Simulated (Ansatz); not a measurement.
Si:
```yaml
crystal:
  lattice:
    - [2.52329, 0.00000, 0.00000]
    - [0.00000, 2.52329, 0.00000]
    - [0.00000, 0.00000, 2.52329]
  atoms:
    - { symbol: Si, position: [0.00000, 0.00000, 0.00000] }
```

Relaxed with r²SCAN. Special points in fractions of this cell's reciprocal vectors: Γ (0.000, 0.000, 0.000); X (0.000, 0.500, 0.000); M (0.500, 0.500, 0.000); R (0.500, 0.500, 0.500).

List the band energies nearest the Fermi level at these points for DFT-r²SCAN in the program Ansatz with PAW potentials.

In eV from the Fermi level; about four levels below and three above (degenerate sets whole), none deeper than 8.9 eV; … stands for higher levels left out; points with the same levels are listed once.

```json
[
 {"k": "Γ", "below": "–", "above": "7.84 7.84 …"},
 {"k": "X", "below": "-6.92", "above": "10.62 11.94 11.94"},
 {"k": "M", "below": "-3.50 -3.10 -3.10", "above": "1.74 15.55 …"},
 {"k": "R", "below": "–", "above": "0.58 0.58 0.58"}
]
```

Space group Pm-3m (simple cubic). The cell is a constructed one: a structure type filled with these elements; neither database checked (COD, Materials Project) lists it. It is not the phase usual at ambient conditions (space group No. 227). Symmetry was held in the r²SCAN relaxation; whether a distortion lowers the energy is not shown.

Potentials: the later of the program's two PAW sets.
